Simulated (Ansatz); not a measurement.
SiN$_{2}$ in space group Pa-3 (No. 205; Si on 4a, N on 8c), r²SCAN in the plane-wave PAW code Ansatz, all energies at zero smearing, with the estimated change up to a 700 eV cutoff added, with one set of potentials and settings (totals compare only within such a set). Cell of 12 atoms (4 Si, 8 N): -5642.295 eV.

| element | reference phase | E (eV/atom) |
|---|---|---|
| Si | Fd-3m, 2 atoms in the cell | -639.0665 |
| N | Pa-3, 8 atoms in the cell | -384.8341 |

Formation energy per atom, worked out: (-5642.295 − 4×(-639.0665) − 8×(-384.8341))/12 = -0.613 eV/atom (-59 kJ per mol of atoms), at 0 K, without zero-point energy or fitted corrections.

The start of the workflow was typed in or built on a structure type; neither database checked (COD, Materials Project) lists it. Whether it is the stable phase at ambient conditions was not checked. Symmetry was held in the r²SCAN relaxation; its stability against distortions is not shown here. The references are the lowest solids computed at this level, not always the standard phases (solids in place of the gases).

Potentials: the earlier of the program's two PAW sets. The files were generated under PBE; for other functionals the program regenerates the frozen cores, and for LDA and PBEsol the local potential too.
